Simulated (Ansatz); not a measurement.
## BaHCl, a database entry at a rescaled volume

```yaml
crystal:
  lattice:
    - [4.34154, 0.00000, 0.00000]
    - [0.00000, 4.34154, 0.00000]
    - [0.00000, 0.00000, 7.15158]
  atoms:
    - { symbol: Cl, position: [0.25000, 0.25000, 0.65260] }
    - { symbol: Cl, position: [0.75000, 0.75000, 0.34740] }
    - { symbol: Ba, position: [0.25000, 0.25000, 0.20910] }
    - { symbol: Ba, position: [0.75000, 0.75000, 0.79090] }
    - { symbol: H, position: [0.75000, 0.25000, 0.00000] }
    - { symbol: H, position: [0.25000, 0.75000, 0.00000] }
```

Level: r2SCAN, no spin polarisation; 500 eV; 6×6×4 Γ-centred mesh; fermi-dirac occupations (width 0.1 eV); Ansatz 0.2.0, fixed geometry.

(1) What is the formation energy?

(2) Is the cell too large or too small?

(3) Where is the largest force?

(4) Describe some of the short contacts.

(5) What is the band gap?

Origin: a database entry at a rescaled volume.

## Answers

(1) -1.85 eV an atom against the elements' usual phases (free molecules for gases, crystals otherwise, with no correction for O₂ or N₂), so it is bound against them; other compounds may still compete. Relaxing would lower it.

(2) The pressure is 1.5 GPa (compression positive), so with the atoms held at these fractions the cell would first expand.

(3) The largest is on Ba3 (and as large on other atoms): 0.07 eV/Å, components (0.00, 0.00, -0.07). It makes 55° with the line to a nearest neighbour, H5 at 2.64 Å.

(4) Ba–H at 2.64 Å: least valence density 0.16 e/Å³ and ELF 0.16 there, a closed-shell (ionic or weak) contact. H–H at 3.07 Å: least valence density 0.05 e/Å³ and ELF 0.04 there, a closed-shell (ionic or weak) contact. Cl–Ba at 3.17 Å: least valence density 0.13 e/Å³ and ELF 0.07 there, a closed-shell (ionic or weak) contact. Both are smooth PAW fields, read partly inside the augmentation spheres.

(5) The gap is 3.64 eV, direct at the points sampled.
